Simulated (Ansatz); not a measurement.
MgZnO$_{2}$:
```yaml
crystal:
  lattice:
    - [3.22429, 0.00000, 0.00000]
    - [-1.61214, 2.79231, 0.00000]
    - [0.00000, 0.00000, 5.05807]
  atoms:
    - { symbol: Mg, position: [0.33333, 0.66667, 0.49629] }
    - { symbol: Zn, position: [0.66667, 0.33333, 0.00247] }
    - { symbol: O, position: [0.33333, 0.66667, 0.88497] }
    - { symbol: O, position: [0.66667, 0.33333, 0.38826] }
```

Cartesian axes are those of the cell as given.

Q: Give the high-frequency dielectric tensor and the Born effective charge tensors of the independent atoms from DFPT, LDA in the plane-wave PAW code Ansatz.

A: 
ε∞:
```
3.77  0.00  0.00
0.00  3.77  0.00
0.00  0.00  3.73
```
Z* of atom 1 (Mg), rows: field, columns: displacement, in e:
```
1.78  0.00  0.00
0.00  1.78  0.00
0.00  0.00  2.03
```
Z* of atom 2 (Zn), rows: field, columns: displacement, in e:
```
2.07  0.00  0.00
0.00  2.07  0.00
0.00  0.00  1.89
```
Z* of atom 3 (O), rows: field, columns: displacement, in e:
```
-2.15   0.00   0.00
 0.00  -2.15   0.00
 0.00   0.00  -1.80
```
Z* of atom 4 (O), rows: field, columns: displacement, in e:
```
-1.70   0.00   0.00
 0.00  -1.70   0.00
 0.00   0.00  -2.12
```

Space group P3m1. The first step of the workflow began from a Materials Project structure, measured or hypothetical; the Crystallography Open Database copy checked does not list it. With Mg and Zn taken as one species the cell has the higher symmetry P6_3mc, so it may be an ordered model of a mixed-site phase. Whether it is the stable phase at ambient conditions was not checked. The cell was relaxed with LDA under the symmetry of its start; whether a distortion lowers the energy is not shown.

Potentials: the later of the program's two PAW sets.
